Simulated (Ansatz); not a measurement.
Calculation for Ta (fcc type): DFT, LDA, all-electron LAPW, scalar-relativistic (Ansatz 0.2.0). This run: fcc relaxed.

The cell comes from a relaxation on PAW files under the same functional, begun from a prototype that needn't be the stable phase.

Command: `ansatz run input.yaml --threads 1 --pin off --max-ram 3072MiB --backend cpu --events-out ev --progress --plain --runs-dir out` It took 67 s on 1 thread of Arm Neoverse V1, on a shared host, peak memory 0.46 GiB.

```yaml
crystal:
  lattice:
    - [0.0, 2.0706599655, 2.0706599655]
    - [2.0706599655, 0.0, 2.0706599655]
    - [2.0706599655, 2.0706599655, 0.0]
  atoms:
    - { symbol: Ta, position: [0.0, 0.0, 0.0] }
kpoints:
  mp_grid: { grid: [17, 17, 17] }
scf:
  occupations: { method: fermi_dirac, width: 0.05 }
hamiltonian:
  xc: lda
  pseudopotentials: { kind: all_electron, lapw: { basis_error: 0.0005 } }
output:
  forces: true
  stress: true
  eigenvalues: true
  populations: true
relax:
  f_tol: 0.005
  max_steps: 25
  cell: {}
```

Output:

```
The last accepted step is kept in <dir> (removed where the run ends without a failure and the disk answers)
Ta: projections on atomic orbitals take those of the free atom 1s2 2s2 2p6 3s2 3p6 3d10 4s2 4p6 4d10 4f14 5s2 5p6 5d3 6s2, of charge +0.00 (hamiltonian.pseudopotentials.projection_atoms)
LAPW: plane waves up to 8.697 Å⁻¹, error target 5.0e-4 eV per atom; small_component_spin mean_spin; Ta in spheres of 1.420 Å, 43 of its electrons in bands, Dirac shells [] (how accurate: hamiltonian.pseudopotentials.lapw.basis_error, Limitations)
Engine: ansatz 0.2.0
Pseudopotentials: kind: all_electron
Pseudopotential: Ta, LAPW, valence charge 43, lapw/all_electron/scalar/gaussian/Ta, Koelling and Harmon's equation, gaussian nucleus
Functional definition: SPW92
  exchange = slater_x
  correlation = pw_c
Crystal: 1 atoms, lattice volume = 17.756 Å³
Basis set: ecut = 288.1579695402746 eV, 181 PW (Γ), exchange–correlation at level 2
Bands: 26, of which v1, the nominal top of the filled ones, is band 22 counted from 1 (21 counted from 0)
Symmetry: 48 space group operations
Space group: Fm-3m (ITA 225), of the structure as read, at distance tolerance 2.6e-5 Å
k-points: 165 of 4913
Non-local potential: Ta, projectors of the file, none
Initial density: superposition of atomic densities (chi_scale 0.1, normalization cell)
Initial wavefunctions: plane waves of lowest kinetic energy (no species holds an atomic orbital)
Functional: x = slater, c = lda
iter 1 solved again at ethr=2.14e-4 eV; its pass at ethr=1.00e-1 eV (dr2=9.21e-2 eV) is discarded
SCF iter   1: F=—  HF=-424319.521708 eV  |F-HF|=—  |Δ(HF+E_count)|=         —  Δρ=2.91e-2  dr2=9.24e-2  ethr=2.14e-4  ⟨swp⟩=2.9  Hψ=26406  notcnv=0
preconditioner: auto → Kerker (q_TF=auto, 3.162 Å⁻¹)  [metal: Δε(μ)=0.060 eV  Ē_g=24.467 eV  σ=0.050 eV  W_gap=0.29  n_scr=14 (ndim 8)  ℏωp=44.1 eV  f_vac=0.000  D(μ)=1.04/eV (n_scr^D=14)]
SCF iter   2: F=—  HF=-424319.381275 eV  |F-HF|=—  |Δ(HF+E_count)|=   1.40e-1  Δρ=1.58e-2  dr2=3.14e-2  ethr=2.14e-4  ⟨swp⟩=2.0  Hψ=13530  notcnv=0
SCF iter   3: F=—  HF=-424319.365033 eV  |F-HF|=—  |Δ(HF+E_count)|=   1.62e-2  Δρ=1.06e-2  dr2=1.58e-2  ethr=7.30e-5  ⟨swp⟩=2.0  Hψ=12823  notcnv=0
SCF iter   4: F=—  HF=-424319.359391 eV  |F-HF|=—  |Δ(HF+E_count)|=         —  Δρ=5.72e-3  dr2=5.28e-3  ethr=3.67e-5  ⟨swp⟩=2.0  Hψ=12656  notcnv=0
the basis was enlarged: its passes take 209.1 KiB over the memory plan, 1 of 1 planned eigensolver slots
iter 5 solved again at ethr=8.36e-7 eV; its pass at ethr=1.23e-5 eV (dr2=3.59e-4 eV) is discarded
SCF iter   5: F=—  HF=-424319.359634 eV  |F-HF|=—  |Δ(HF+E_count)|=   2.44e-4  Δρ=1.35e-3  dr2=3.59e-4  ethr=8.36e-7  ⟨swp⟩=2.0  Hψ=21437  notcnv=0
SCF iter   6: F=—  HF=-424319.359662 eV  |F-HF|=—  |Δ(HF+E_count)|=   2.79e-5  Δρ=4.25e-4  dr2=2.82e-5  ethr=8.35e-7  ⟨swp⟩=2.0  Hψ=12825  notcnv=0
SCF iter   7: F=—  HF=-424319.359660 eV  |F-HF|=—  |Δ(HF+E_count)|=   2.10e-6  Δρ=8.53e-5  dr2=1.37e-6  ethr=6.56e-8  ⟨swp⟩=2.0  Hψ=12825  notcnv=0
SCF iter   8: F=-424319.359660 eV  HF=-424319.359660 eV  |F-HF|=3.46e-8  |Δ(HF+E_count)|=   3.46e-7  Δρ=2.35e-5  dr2=8.83e-8  ethr=3.19e-9  ⟨swp⟩=2.0  Hψ=12825  notcnv=0
SCF 1 converged in 8 iterations: F = -424319.359660 eV  dr2 = 8.83e-8
relax step   1: F+E_penalty+E_count = -424319.35965988 eV  Δ(F+E_penalty+E_count) = +0.000e0 eV  max|allowed force component| = 0.000e0 eV/Å  Δτ_max = 0.0000 Å  P = -0.127 GPa  Ω = 17.756 Å³  (8 SCF iters, accepted)
Crystal: 1 atoms, lattice volume = 17.713 Å³
Basis set: ecut = 288.62425762771335 eV, 181 PW (Γ), exchange–correlation at level 2
Initial density: handed on by an earlier stage of this run
Initial wavefunctions: those handed on with the density
iter 1 solved again at ethr=2.74e-10 eV; its pass at ethr=1.00e-1 eV (dr2=1.18e-7 eV) is discarded
SCF iter   1: F=—  HF=-424319.359627 eV  |F-HF|=—  |Δ(HF+E_count)|=         —  Δρ=5.93e-5  dr2=3.50e-7  ethr=2.74e-10  ⟨swp⟩=5.6  Hψ=24023  notcnv=0
preconditioner: auto → Kerker (q_TF=auto, 3.163 Å⁻¹)  [metal: Δε(μ)=0.011 eV  Ē_g=25.152 eV  σ=0.050 eV  W_gap=0.05  n_scr=14 (ndim 8)  ℏωp=44.1 eV  f_vac=0.000  D(μ)=1.14/eV (n_scr^D=14)]
SCF iter   2: F=—  HF=-424319.359626 eV  |F-HF|=—  |Δ(HF+E_count)|=   1.07e-6  Δρ=2.92e-5  dr2=1.04e-7  ethr=2.74e-10  ⟨swp⟩=3.0  Hψ=13223  notcnv=0
SCF iter   3: F=-424319.359626 eV  HF=-424319.359626 eV  |F-HF|=1.01e-8  |Δ(HF+E_count)|=   1.35e-7  Δρ=1.23e-5  dr2=2.45e-8  ethr=2.43e-10  ⟨swp⟩=2.0  Hψ=12824  notcnv=0
SCF 2 converged in 3 iterations: F = -424319.359626 eV  dr2 = 2.45e-8
relax step   2: F+E_penalty+E_count = -424319.35962571 eV  Δ(F+E_penalty+E_count) = +3.416e-5 eV  max|allowed force component| = 0.000e0 eV/Å  Δτ_max = 0.0000 Å  P = +0.384 GPa  Ω = 17.713 Å³  (3 SCF iters, rejected (line search))
Crystal: 1 atoms, lattice volume = 17.746 Å³
Basis set: ecut = 288.2740721756638 eV, 181 PW (Γ), exchange–correlation at level 2
iter 1 solved again at ethr=3.88e-11 eV; its pass at ethr=1.00e-1 eV (dr2=1.67e-8 eV) is discarded
SCF iter   1: F=—  HF=-424319.359665 eV  |F-HF|=—  |Δ(HF+E_count)|=         —  Δρ=4.31e-5  dr2=2.38e-7  ethr=3.88e-11  ⟨swp⟩=5.9  Hψ=25315  notcnv=0
preconditioner: auto → Kerker (q_TF=auto, 3.162 Å⁻¹)  [metal: Δε(μ)=0.011 eV  Ē_g=25.143 eV  σ=0.050 eV  W_gap=0.05  n_scr=14 (ndim 8)  ℏωp=44.1 eV  f_vac=0.000  D(μ)=1.14/eV (n_scr^D=14)]
SCF iter   2: F=—  HF=-424319.359664 eV  |F-HF|=—  |Δ(HF+E_count)|=   5.76e-7  Δρ=2.21e-5  dr2=7.84e-8  ethr=3.88e-11  ⟨swp⟩=3.0  Hψ=13272  notcnv=0
SCF iter   3: F=-424319.359664 eV  HF=-424319.359664 eV  |F-HF|=1.29e-8  |Δ(HF+E_count)|=   7.74e-8  Δρ=9.21e-6  dr2=1.80e-8  ethr=3.88e-11  ⟨swp⟩=2.9  Hψ=13134  notcnv=0
SCF 3 converged in 3 iterations: F = -424319.359664 eV  dr2 = 1.80e-8
relax step   3: F+E_penalty+E_count = -424319.35966421 eV  Δ(F+E_penalty+E_count) = -4.334e-6 eV  max|allowed force component| = 0.000e0 eV/Å  Δτ_max = 0.0000 Å  P = -0.000 GPa  Ω = 17.746 Å³  (3 SCF iters, accepted)
iter 1 solved again at ethr=1.14e-11 eV; its pass at ethr=1.00e-1 eV (dr2=4.92e-9 eV) is discarded
SCF iter   1: F=—  HF=-424319.359664 eV  |F-HF|=—  |Δ(HF+E_count)|=         —  Δρ=7.61e-6  dr2=9.21e-9  ethr=1.14e-11  ⟨swp⟩=6.6  Hψ=30590  notcnv=0  reapply=43
SCF iter   2: F=-424319.359664 eV  HF=-424319.359664 eV  |F-HF|=4.60e-9  |Δ(HF+E_count)|=   4.48e-9  Δρ=5.66e-6  dr2=5.65e-9  ethr=1.14e-11  ⟨swp⟩=2.0  Hψ=12825  notcnv=0
SCF 4 converged in 2 iterations: F = -424319.359664 eV  dr2 = 5.65e-9
relax step   4: F+E_penalty+E_count = -424319.35966421 eV  Δ(F+E_penalty+E_count) = -4.075e-9 eV  max|allowed force component| = 0.000e0 eV/Å  Δτ_max = 0.0000 Å  P = -0.001 GPa  Ω = 17.746 Å³  stress off target by 8.40e-4 GPa  SCF on the basis re-selected at this cell (its energy is not comparable with the rows above)  (2 SCF iters)
basis re-selected at this cell: Δ(F+E_penalty+E_count) = -4.075e-9 eV, ΔP = -0.000 GPa vs the last step (what re-selecting the basis moved, after the strain that the cell walked since its last selection, with what the two solves' SCF thresholds leave and, on support functions, any second-order correction that the steps lacked; it is no measure of the basis error at this ecutwfc). This SCF's stress stands 8.40e-4 GPa from its target on what of the cell is left free (relax.cell.stress_tol is 5.00e-2 GPa) and its largest allowed force component is 0.00e0 eV/Å (relax.f_tol is 5.00e-3 eV/Å): within both
SCF converged after 2 iterations
Free energy (F): -424319.359664 eV
Harris-Foulkes:  -424319.359664 eV  (|F-HF|=4.60e-9)
Internal energy: -424319.350235 eV  (E = F + TS)
E sigma→0 (E₀):  -424319.354950 eV
Entropy (-TS):   -0.009429 eV (-9.429 meV/atom)
Fermi energy:    25.257342 eV
--- Per-component energies (eV) ---
  E_band       = -4055.101153
  E_kinetic    = 473531.545384
  E_xc         = -8372.102330
  E_electrostatic = -889478.793290  (all electrons and nuclei)
  E_smearing   = -0.009429  (= −TS)
  E_closure    = 0.000000  (closes the sum)
  E_atoms      = -424308.848938  (free atoms, spherical and without spin; not in F)
  Σ components = -424319.359664   (vs F -424319.359664, Δ=0.00e0)
  Basis errors (estimates in eV, not in F): energy 1.2e-4 per atom: plane waves 1.0e-4 (5.4e-5 summed), levels above the bands 6.0e-100, relativity 8.6e-9, radial functions 1.9e-5, core shells 1.7e-8; eigenvalues (radial functions only) 4.8e-7; not estimated: angular momenta, meshes, grids; target (lapw.basis_error) 5.0e-4; muffin-tin radii Ta 1.420 Å
--- Forces (eV/Å), atoms counted from 1 ---
  atom   1  Ta    -0.00000000     0.00000000     0.00000000
  max |Σ_I F_I| component: 1.18e-30 eV/Å
--- Stress (GPa, compression-positive) ---
       -0.000840      -0.000000      -0.000000
       -0.000000      -0.000840       0.000000
       -0.000000       0.000000      -0.000840
  P = ⅓ Tr σ = -0.0008 GPa (-0.008 kbar)
--- Band table (eV; the first three rows and the last of 165) ---
  k-point 0: bands = ["-368.5649", "-368.5649", "-368.5649", "-190.6570", "-190.6570", "-190.6379", "-190.6379", "-190.6379", "-42.1922", "-8.1166", "-8.1166", "-8.1166", "6.0232", "6.0271", "6.0271", "6.0271", "6.0990", "6.0990", "6.0990", "16.9401", "25.6226", "25.6226", "25.6226", "28.8167", "28.8167", "37.6293"]
  k-point 1: bands = ["-368.5649", "-368.5649", "-368.5649", "-190.6570", "-190.6570", "-190.6379", "-190.6379", "-190.6379", "-42.1884", "-8.1618", "-8.1223", "-8.1223", "6.0246", "6.0270", "6.0283", "6.0283", "6.0968", "6.0968", "6.0991", "17.0894", "25.4954", "25.6943", "25.6943", "28.7441", "28.7441", "37.9370"]
  k-point 2: bands = ["-368.5649", "-368.5649", "-368.5649", "-190.6570", "-190.6570", "-190.6379", "-190.6379", "-190.6379", "-42.1774", "-8.2897", "-8.1383", "-8.1383", "6.0242", "6.0312", "6.0318", "6.0318", "6.0906", "6.0906", "6.0994", "17.5191", "25.1733", "25.8772", "25.8772", "28.5865", "28.5865", "38.7331"]
  k-point 164: bands = ["-368.5649", "-368.5649", "-368.5649", "-190.6570", "-190.6570", "-190.6379", "-190.6379", "-190.6378", "-42.0404", "-8.9654", "-8.8889", "-8.5696", "6.0379", "6.0418", "6.0495", "6.0538", "6.0560", "6.0603", "6.0922", "22.3006", "23.7965", "24.2415", "27.3782", "31.9912", "35.0440", "36.5116"]
--- Relaxed structure (3 steps of the walk, 2 accepted, 1 SCFs on fresh bases) ---
  F+E_penalty+E_count = -424319.35966421 eV   max|allowed force component| = 0.000e0 eV/Å   (the final SCF, on the basis selected at the relaxed cell)
  cell:  # Å, volume = 17.7457 Å³
    - [-1.5923037602798716e-35, 2.070242943448221, 2.070242943448221]
    - [2.070242943448221, -1.6321113542868685e-35, 2.070242943448221]
    - [2.070242943448221, 2.070242943448221, -3.980759400699679e-37]
  atoms:
    - { symbol: Ta, position: [0.0, 0.0, 0.0] }
--- Löwdin populations: 1 site ---
  site symbol       q [e]
     0     Ta     72.9220
  spilling = 0.001069 (of n_electrons = 73.000000)
```

populations.tsv:

```
# site	symbol	l	j	q
# orbitals = lowdin
# n_electrons = 73.000000
# spilling = 0.001069
# projection_atom_Ta: 1s2 2s2 2p6 3s2 3p6 3d10 4s2 4p6 4d10 4f14 5s2 5p6 5d3 6s2
0	Ta	0_1S	-	1.999999
0	Ta	0_2S	-	1.999978
0	Ta	0_3S	-	1.999740
0	Ta	0_4S	-	1.997269
0	Ta	0_5S	-	1.956965
0	Ta	0_6S	-	0.853885
0	Ta	1_2P	-	6.000000
0	Ta	1_3P	-	5.999995
0	Ta	1_4P	-	5.999889
0	Ta	1_5P	-	5.982571
0	Ta	2_3D	-	9.999997
0	Ta	2_4D	-	9.999948
0	Ta	2_5D	-	4.133149
0	Ta	3_4F	-	13.998576
```

Next run (bcc relaxed), as changes to the input before:

```diff
   lattice:
-    - [0.0, 2.0706599655, 2.0706599655]
-    - [2.0706599655, 0.0, 2.0706599655]
-    - [2.0706599655, 2.0706599655, 0.0]
+    - [-1.6264024439, 1.6264024439, 1.6264024439]
+    - [1.6264024439, -1.6264024439, 1.6264024439]
+    - [1.6264024439, 1.6264024439, -1.6264024439]
   atoms:
 kpoints:
-  mp_grid: { grid: [17, 17, 17] }
+  mp_grid: { grid: [18, 18, 18] }
 scf:
```

Command: `ansatz run input.yaml --threads 1 --pin off --max-ram 3072MiB --backend cpu --events-out ev --progress --plain --runs-dir out` It took 77 s on 1 thread of Arm Neoverse V1, on a shared host, peak memory 0.49 GiB.

Results part of the output:

```
basis re-selected at this cell: Δ(F+E_penalty+E_count) = -3.172e-8 eV, ΔP = -0.001 GPa vs the last step (what re-selecting the basis moved, after the strain that the cell walked since its last selection, with what the two solves' SCF thresholds leave and, on support functions, any second-order correction that the steps lacked; it is no measure of the basis error at this ecutwfc). This SCF's stress stands 6.97e-4 GPa from its target on what of the cell is left free (relax.cell.stress_tol is 5.00e-2 GPa) and its largest allowed force component is 0.00e0 eV/Å (relax.f_tol is 5.00e-3 eV/Å): within both
SCF converged after 2 iterations
Free energy (F): -424319.651724 eV
Harris-Foulkes:  -424319.651724 eV  (|F-HF|=2.43e-8)
Internal energy: -424319.642082 eV  (E = F + TS)
E sigma→0 (E₀):  -424319.646903 eV
Entropy (-TS):   -0.009642 eV (-9.642 meV/atom)
Fermi energy:    25.753308 eV
--- Per-component energies (eV) ---
  E_band       = -4013.902779
  E_kinetic    = 473531.514553
  E_xc         = -8372.688681
  E_electrostatic = -889478.467954  (all electrons and nuclei)
  E_smearing   = -0.009642  (= −TS)
  E_closure    = 0.000000  (closes the sum)
  E_atoms      = -424308.848938  (free atoms, spherical and without spin; not in F)
  Σ components = -424319.651724   (vs F -424319.651724, Δ=0.00e0)
  Basis errors (estimates in eV, not in F): energy 1.4e-4 per atom: plane waves 1.2e-4 (6.4e-5 summed), levels above the bands 3.0e-82, relativity 1.2e-8, radial functions 1.8e-5, core shells 6.0e-8; eigenvalues (radial functions only) 5.4e-7; not estimated: angular momenta, meshes, grids; target (lapw.basis_error) 5.0e-4; muffin-tin radii Ta 1.366 Å
--- Forces (eV/Å), atoms counted from 1 ---
  atom   1  Ta    -0.00000000     0.00000000     0.00000000
  max |Σ_I F_I| component: 4.21e-30 eV/Å
--- Stress (GPa, compression-positive) ---
       -0.000697       0.000000       0.000000
        0.000000      -0.000697       0.000000
        0.000000       0.000000      -0.000697
  P = ⅓ Tr σ = -0.0007 GPa (-0.007 kbar)
--- Band table (eV; the first three rows and the last of 195) ---
  k-point 0: bands = ["-367.5775", "-367.5775", "-367.5775", "-189.6675", "-189.6675", "-189.6496", "-189.6496", "-189.6496", "-41.2294", "-7.0953", "-7.0953", "-7.0953", "7.0024", "7.0024", "7.0024", "7.0640", "7.0640", "7.0640", "7.1213", "17.7157", "26.4228", "26.4228", "26.4228", "29.8448", "29.8448", "40.6315"]
  k-point 1: bands = ["-367.5775", "-367.5775", "-367.5775", "-189.6675", "-189.6675", "-189.6496", "-189.6496", "-189.6496", "-41.2251", "-7.1407", "-7.1091", "-7.0956", "7.0031", "7.0040", "7.0042", "7.0624", "7.0634", "7.0635", "7.1191", "17.8624", "26.3275", "26.3979", "26.5672", "29.6845", "29.8446", "40.7655"]
  k-point 2: bands = ["-367.5775", "-367.5775", "-367.5775", "-189.6675", "-189.6675", "-189.6496", "-189.6496", "-189.6496", "-41.2128", "-7.2699", "-7.1487", "-7.0964", "7.0051", "7.0085", "7.0091", "7.0579", "7.0616", "7.0621", "7.1132", "18.2862", "26.0653", "26.2907", "26.9955", "29.3520", "29.8526", "41.1101"]
  k-point 194: bands = ["-367.5775", "-367.5775", "-367.5775", "-189.6675", "-189.6675", "-189.6496", "-189.6496", "-189.6496", "-40.9815", "-8.0485", "-8.0485", "-8.0485", "6.9928", "7.0242", "7.0242", "7.0242", "7.0835", "7.0835", "7.0835", "21.6638", "21.6638", "32.9171", "32.9171", "32.9171", "34.8510", "34.8510"]
--- Relaxed structure (3 steps of the walk, 2 accepted, 1 SCFs on fresh bases) ---
  F+E_penalty+E_count = -424319.65172354 eV   max|allowed force component| = 0.000e0 eV/Å   (the final SCF, on the basis selected at the relaxed cell)
  cell:  # Å, volume = 17.1935 Å³
    - [-1.625928213913634, 1.625928213913634, 1.625928213913634]
    - [1.625928213913634, -1.625928213913634, 1.625928213913634]
    - [1.625928213913634, 1.625928213913634, -1.625928213913634]
  atoms:
    - { symbol: Ta, position: [0.0, 0.0, 0.0] }
--- Löwdin populations: 1 site ---
  site symbol       q [e]
     0     Ta     72.9388
  spilling = 0.000838 (of n_electrons = 73.000000)
```

Next run (hcp relaxed), as changes to the input before:

```diff
   lattice:
-    - [-1.6264024439, 1.6264024439, 1.6264024439]
-    - [1.6264024439, -1.6264024439, 1.6264024439]
-    - [1.6264024439, 1.6264024439, -1.6264024439]
+    - [2.8387240916, 0.0, 0.0]
+    - [-1.4193620458, 2.4584071777, 0.0]
+    - [0.0, 0.0, 5.0626929886]
   atoms:
-    - { symbol: Ta, position: [0.0, 0.0, 0.0] }
+    - { symbol: Ta, position: [0.3333333333, 0.6666666667, 0.25] }
+    - { symbol: Ta, position: [0.6666666667, 0.3333333333, 0.75] }
 kpoints:
-  mp_grid: { grid: [18, 18, 18] }
+  mp_grid: { grid: [16, 16, 9] }
 scf:
```

Results part of the output:

```
basis re-selected at this cell: Δ(F+E_penalty+E_count) = +6.752e-8 eV, ΔP = -0.000 GPa vs the last step (what re-selecting the basis moved, after the strain that the cell walked since its last selection, with what the two solves' SCF thresholds leave and, on support functions, any second-order correction that the steps lacked; it is no measure of the basis error at this ecutwfc). This SCF's stress stands 1.60e-2 GPa from its target on what of the cell is left free (relax.cell.stress_tol is 5.00e-2 GPa) and its largest allowed force component is 8.33e-17 eV/Å (relax.f_tol is 5.00e-3 eV/Å): within both
SCF converged after 2 iterations
Free energy (F): -848638.684347 eV
Harris-Foulkes:  -848638.684347 eV  (|F-HF|=1.50e-8)
Internal energy: -848638.662920 eV  (E = F + TS)
E sigma→0 (E₀):  -848638.673633 eV
Entropy (-TS):   -0.021427 eV (-10.713 meV/atom)
Fermi energy:    25.441516 eV
--- Per-component energies (eV) ---
  E_band       = -8092.813979
  E_kinetic    = 947062.702028
  E_xc         = -16744.679612
  E_electrostatic = -1778956.685336  (all electrons and nuclei)
  E_smearing   = -0.021427  (= −TS)
  E_closure    = 0.000000  (closes the sum)
  E_atoms      = -848617.697876  (free atoms, spherical and without spin; not in F)
  Σ components = -848638.684347   (vs F -848638.684347, Δ=0.00e0)
[... lines left out ...]
  k-point 1: bands = ["-368.3548", "-368.3548", "-368.3548", "-368.3548", "-368.3448", "-368.3448", "-190.4385", "-190.4385", "-190.4385", "-190.4385", "-190.4333", "-190.4333", "-190.4333", "-190.4333", "-190.4131", "-190.4131", "-41.9857", "-41.9115", "-9.0366", "-8.0841", "-7.9124", "-7.9124", "-7.8178", "-7.8178", "6.2195", "6.2227", "6.2461", "6.2461", "6.2489", "6.2538", "6.2538", "6.2812", "6.2814", "6.2814", "6.3055", "6.3055", "6.3247", "6.3259", "17.1936", "20.2969", "24.6825", "25.4115", "25.9733", "25.9733", "26.5480", "26.5480", "28.6536", "28.6536", "30.8644", "30.8644", "35.2842", "37.8963"]
  k-point 2: bands = ["-368.3548", "-368.3548", "-368.3548", "-368.3548", "-368.3448", "-368.3448", "-190.4385", "-190.4385", "-190.4385", "-190.4385", "-190.4333", "-190.4333", "-190.4333", "-190.4333", "-190.4131", "-190.4131", "-41.9789", "-41.9184", "-8.9536", "-8.1777", "-7.9037", "-7.9037", "-7.8266", "-7.8266", "6.2189", "6.2218", "6.2448", "6.2448", "6.2515", "6.2515", "6.2528", "6.2787", "6.2856", "6.2856", "6.3049", "6.3049", "6.3248", "6.3258", "17.5304", "20.1473", "24.5333", "24.9239", "25.9443", "25.9443", "26.4208", "26.4208", "28.9663", "28.9663", "30.7979", "30.7979", "36.3159", "37.6053"]
  k-point 149: bands = ["-368.3548", "-368.3548", "-368.3548", "-368.3548", "-368.3448", "-368.3448", "-190.4385", "-190.4385", "-190.4385", "-190.4385", "-190.4332", "-190.4332", "-190.4332", "-190.4332", "-190.4130", "-190.4130", "-41.8227", "-41.8216", "-8.9024", "-8.8985", "-8.7206", "-8.6853", "-8.2244", "-8.2129", "6.2384", "6.2389", "6.2593", "6.2593", "6.2615", "6.2639", "6.2650", "6.2656", "6.2680", "6.2695", "6.2958", "6.2959", "6.2981", "6.2981", "22.6519", "22.6845", "23.4692", "23.5964", "24.8553", "24.9390", "26.8457", "27.2329", "30.8479", "31.0763", "34.8022", "35.0273", "35.8534", "36.3395"]
--- Relaxed structure (3 steps of the walk, 2 accepted, 1 SCFs on fresh bases) ---
  F+E_penalty+E_count = -848638.68434664 eV   max|allowed force component| = 8.327e-17 eV/Å   (the final SCF, on the basis selected at the relaxed cell)
  cell:  # Å, volume = 35.3062 Å³
    - [2.8378119450862136, 0.0, 0.0]
    - [-1.4189059725431068, 2.457617235607591, 1.923889719624308e-34]
    - [-3.961940512869927e-34, 3.961940512869927e-34, 5.062358017855254]
  atoms:
    - { symbol: Ta, position: [0.3333333333333333, 0.6666666666666666, 0.25] }
    - { symbol: Ta, position: [0.6666666666666666, 0.3333333333333333, 0.75] }
--- Löwdin populations: 2 sites ---
  site symbol       q [e]
     0     Ta     72.9296
     1     Ta     72.9296
  spilling = 0.000964 (of n_electrons = 146.000000)
```

Spin–orbit coupling is left out, which matters for the heavy atoms.
